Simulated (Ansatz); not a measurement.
**CaF$_{3}$ (I4/mmm), stationary points along a deformation path**

All numbers below come from Ansatz 0.2.0, DFT PBEsol, scalar-relativistic, plane waves, PAW. Cutoff 420 eV, Γ-centred 20×20×20 k-points, Gaussian smearing of 0.15 eV. Collinear spins, started from moments 0.0, 0.3, 0.3, 0.6 μB in atom order; the magnetic state may not be the lowest. Energies are free energies at this smearing, counted from the undisturbed cell; pressure is positive in compression.

Reference structure (relaxed at this level; it needn't be the usual structure):

```
Ca F
1.0
    -1.89350    1.89350    3.10090
     1.89350   -1.89350    3.10090
     1.89350    1.89350   -3.10090
Ca F
1 3
Direct
  0.00000 0.00000 0.00000
  0.75000 0.25000 0.50000
  0.25000 0.75000 0.50000
  0.50000 0.50000 0.00000
```

At fixed volume and fractional coordinates, lengths along (0.000, 0.000, 1.000) are scaled against those across it; ρ is that ratio over its starting value. V = 11.118 Å³/atom. Δσ is the stress along the axis less the mean stress across it (compression positive).

| ρ | ΔE (meV/atom) | Δσ (GPa) | space group |
| --- | --- | --- | --- |
| 0.850 | 4.6 | -0.27 | I4/mmm |
| 0.920 | 2.9 | 1.10 | I4/mmm |
| 0.960 | 0.8 | 0.89 | I4/mmm |
| 1.000 | 0.0 | -0.15 | I4/mmm |
| 1.100 | 6.4 | -2.33 | I4/mmm |
| 1.200 | 15.7 | -2.09 | I4/mmm |

Task: How does the stress give the slope of the energy, and where is the energy stationary?

Result: Along the path d ln(length) is 2/3 d ln ρ on the axis and −1/3 d ln ρ across it, so dE/d ln ρ = −(2/3) V Δσ: the energy falls with ρ where Δσ is positive. Δσ vanishes or changes sign between ρ = 0.850 and 0.920, a maximum (near 0.86 by linear interpolation); between ρ = 0.960 and 1.000, a minimum (near 0.99 by linear interpolation). Pairs of stationary points between two samples would go unseen, and could change a minimum read from distant neighbours into a maximum.

Task: Integrate that slope from ρ = 1 to 1.200 by the trapezoid rule.

Result: With V/N in Å³ and 1 eV/Å³ = 160.2 GPa the slopes at ρ = 1.000, 1.100, 1.200 are 7, 108, 97 meV/atom per unit of ln ρ. The steps add 5.5 + 8.9 = 14.4 meV/atom, against 15.7 from the energies; the trapezoid rule misses the curvature of the slope within each step.

No gap shows at this level, though a semilocal functional can close a small gap that the real compound has; without a gap these slopes depend on the k mesh and the smearing.

Cost: 6 runs of about 10 core-minutes in all, on Arm Neoverse V2 (shared hosts).